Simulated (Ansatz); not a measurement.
A geometry of TiAl away from equilibrium: the start of the relaxation of a generated trial cell of TiAl in the AFLOW prototype AB_hP12_186_a2b_a2b (B6, as in SiC). Level of theory: PBEsol (plane waves to 420 eV, PAW, scalar-relativistic; Ansatz, a first-principles code). Γ-centred k-mesh 9×9×2 on the run's cell (coarser than for final values), Fermi–Dirac smearing 0.05 eV.

```xyz
12
Lattice="3.5158 0.0000 0.0000 -1.7579 3.0448 0.0000 0.0000 0.0000 17.2520" Properties=species:S:1:pos:R:3:forces:R:3 pbc="T T T" free_energy=-17957.818 pressure_GPa=53.1
Ti     0.0000     0.0000     0.0000    0.0000    0.0000    0.2959
Ti     0.0000     0.0000     8.6260    0.0000    0.0000    0.2959
Ti     1.7579     1.0149    14.3753    0.0000    0.0000   -0.2258
Ti     0.0000     2.0299     5.7492    0.0000    0.0000   -0.2258
Ti     1.7579     1.0149     2.8725    0.0000    0.0000    0.0350
Ti     0.0000     2.0299    11.4985    0.0000    0.0000    0.0350
Al     0.0000     0.0000    15.0886    0.0000    0.0000    0.1870
Al     0.0000     0.0000     6.4626    0.0000    0.0000    0.1870
Al     1.7579     1.0149    12.2118    0.0000    0.0000    0.1746
Al     0.0000     2.0299     3.5858    0.0000    0.0000    0.1746
Al     1.7579     1.0149     0.7160    0.0000    0.0000   -0.4668
Al     0.0000     2.0299     9.3420    0.0000    0.0000   -0.4668
```

Positions in Å, forces in eV/Å, free energy of the cell in eV (comparable only within this code, potentials and settings). Largest force: 0.47 eV/Å, on Al11, Al12 (atoms numbered as listed); the geometry lies 2.79 eV/atom above the end of its relaxation.

No spin polarisation in the result.

The run could not lose the symmetry of its start: the end is stationary, and may be a saddle point rather than a minimum.

The end of the path is a generated cell of TiAl: the first start was made by placing the elements on the sites of a structure type, and the end was not matched to a known phase here, so it may be hypothetical. Known forms of TiAl include space group No. 123.
